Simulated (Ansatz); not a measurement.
The relaxed structure here is a generated cell of Pb: the first start was made by placing the elements on the sites of a structure type, and the end was not matched to a known phase here, so it may be hypothetical. Known forms of Pb include space group No. 225.

A relaxed cell of Pb (Fd-3m (No. 227)), relaxed on a k-mesh at least as fine as the one used below. Calculation: r2SCAN (plane waves to 500 eV, PAW, scalar-relativistic; Ansatz, an electronic-structure program). Γ-centred k-mesh 4×8×8 on the run's cell (coarser than for final values), Fermi–Dirac smearing 0.05 eV.

```
CELL_PARAMETERS angstrom
      0.00000     6.95222     6.95222
      3.47611     0.00000     3.47611
      3.47611     3.47611     0.00000
ATOMIC_POSITIONS crystal
  Pb 0.12500 0.25000 0.25000
  Pb 0.62500 0.25000 0.25000
  Pb 0.00000 0.00000 0.00000
  Pb 0.50000 0.00000 0.00000
```

Every atom was then displaced, and the forces became (eV/Å):

| atom | Fx | Fy | Fz |
|---|---|---|---|
| Pb1 | -0.19 | -0.02 | -0.30 |
| Pb2 | -0.20 | 0.77 | 0.32 |
| Pb3 | 0.44 | -0.26 | 0.00 |
| Pb4 | -0.04 | -0.48 | -0.03 |

Question: Which atom was moved farthest relative to the others, and in which direction?

Answer: Pb2, by (-0.01, -0.11, -0.11) Å (0.15 Å, mean shift removed); the next is Pb1 with 0.12 Å. Its force makes an angle of 153° with its move.

All displacements (Å):

```json
[
 {"atom": "Pb1", "ux": "0.072", "uy": "0.080", "uz": "0.126"},
 {"atom": "Pb2", "ux": "0.006", "uy": "-0.060", "uz": "-0.082"},
 {"atom": "Pb3", "ux": "0.020", "uy": "0.083", "uz": "0.073"},
 {"atom": "Pb4", "ux": "-0.048", "uy": "0.091", "uz": "-0.019"}
]
```

No spin polarisation in the result.

The run that gave the undisplaced cell could not lose the symmetry of its start; a randomly shaken copy of 4 atoms returns to this structure.
